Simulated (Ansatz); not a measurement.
According to DFT-PBE in the program Ansatz with PAW potentials, MoP in the hexagonal phase (P-6m2; Mo on 1a, P on 1f) relaxes to a = 3.241 Å, c = 3.195 Å. P has 6 nearest neighbours from 2.46 Å (trigonal prismatic). Its formation energy from the elements is -66 kJ/mol of atoms, with no fitted shifts.

Electronic character: metallic (no gap).

An equation-of-state fit gives a bulk modulus of 215 GPa.

The cell keeps a stress of up to 0.2 GPa. The cell was relaxed with PBE under the symmetry of its start. The run is not spin-polarised. The references are the lowest solids computed at this level, not always the standard phases. Scalar-relativistic: spin–orbit coupling is off unless named, which matters more the heavier the elements.

Potentials: the later of the program's two PAW sets.
